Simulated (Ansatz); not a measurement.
The end point of a relaxation of NbAs. Calculation: PBEsol (plane waves to 420 eV, PAW, scalar-relativistic; Ansatz, an electronic-structure program).

```xyz
4
Lattice="-1.7197 1.7197 5.7964 1.7197 -1.7197 5.7964 1.7197 1.7197 -5.7964" Properties=species:S:1:pos:R:3 pbc="T T T"
As     0.0000     0.0000     6.8879
As     1.7197     0.0000     3.9897
Nb     0.0000     0.0000     2.0360
Nb     0.0000     1.7197     4.9342
```

Problem. Determine the symmetry and give the standard cell with its independent sites.

Solution. Space group I4₁md (No. 109); a = 3.439 Å, b = 3.439 Å, c = 11.593 Å, α = 90.00°, β = 90.00°, γ = 90.00°

```csv
atom,site,symmetry,x,y,z
As,4a,2mm.,0.0000,0.0000,0.3442
Nb,4a,2mm.,0.0000,0.0000,0.9256
```

Problem. Give the shortest distances between elements (the closest pairs, up to four, under 3.6 Å).

Solution. As–Nb 2.60 Å; As–As 3.37 Å; Nb–Nb 3.37 Å.

- Volume per atom = 17.14 Å³
- Band gap = no gap on the sampled points, where the bands overlap only slightly; such a result is sensitive to mesh and level

No spin polarisation in the result.

The run could not lose the symmetry of its start.

The first start was generated by a random draw of sites in a space group. A measured structure of NbAs has the same space group, I4₁md (No. 109); the sites were not compared with it.
